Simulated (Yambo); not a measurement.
Yambo run on BP (wurtzite, space group P6_3mc, No. 186). The wavefunctions are PBEsol (pw.x of Quantum ESPRESSO, ONCV potentials, without SOC) ones on a 6×6×4 mesh (8 occupied bands); a = b = 3.180 Å, c = 5.274 Å, α = β = 90.00°, γ = 120.00°.

Yambo input:

```
rim_cut
gw0
dyson
el_el_corr
HF_and_locXC
ppa
em1d
RandQpts= 1000000
RandGvec= 1 Ry
EXXRLvcs= 76 Ry
VXCRLvcs= 304 Ry
Chimod= "HARTREE"
% BndsRnXp
 1 | 84 |
%
NGsBlkXp= 8 Ry
% LongDrXp
 1.0 | 1.0 | 1.0 |
%
PPAPntXp= 15 eV
% GbndRnge
 1 | 84 |
%
GTermKind= "BG"
DysSolver= "n"
ExtendOut
% QPkrange
 1 | 1 | 8 | 9 |
 19 | 19 | 9 | 9 |
%
```

k points by index: 1 = Γ, 19 = K.

Table of the .qp output:

```
#    K-point    Band    Eo [eV]    E [eV]    E-Eo [eV]    Vxc [eV]    Vnlxc [eV]    Sc|Eo [eV]    Sc|E [eV]    dSc/dw|Eo [eV]    Re(Z)    Im(Z)
#
    1    8    0.000000    -0.458931    -0.458931    -13.34828    -15.00123    1.072217    1.194020    -7.221104    0.790280    -0.001282
    1    9    2.689011    3.059218    0.370207    -11.84236    -7.199132    -4.176134    -4.273026    -7.119758    0.792613    -0.001319
    19    9    0.833241    1.165902    0.332662    -10.27189    -6.061956    -3.798997    -3.877273    -6.401079    0.809560    -0.001222
```
(The two width columns are left out.) Convergence of these settings isn't established.

Geometry relaxed with PBEsol.

This is not the ordinary phase of the substance; no match was found in the copy of COD used, and its stability was not checked.
